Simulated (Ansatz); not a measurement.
MoP in space group P6/mmm (No. 191; Mo on 3f, P on 1a, P on 2d) under volume change, the program Ansatz at the PBE level (PAW), shape and atoms relaxed at each volume.

```tsv
V (Å³/atom)	E − E(relaxed) (meV/atom)	P (GPa)
15.023	90.9	21.35
15.518	38.1	13.03
16.013	9.0	5.98
16.509	0.0	0.00
17.004	8.0	-5.06
17.499	30.5	-9.35
17.994	65.1	-12.96
```

Q: What does a third-order Birch–Murnaghan fit give for V₀, B₀ and B′?

A: V₀ = 16.51 Å³/atom, B₀ = 183 GPa, B′ = 4.5.

A made-up cell: these elements were put on the sites of a structure type; neither database checked (COD, Materials Project) lists it. COD files the formula under space group No. 187, so this cell is another polymorph or a model. Its standing as an ambient phase is unchecked. Symmetry was held in the PBE relaxation; its stability against distortions is not shown here. The run is not spin-polarised.

Potentials: the later of the program's two PAW sets.
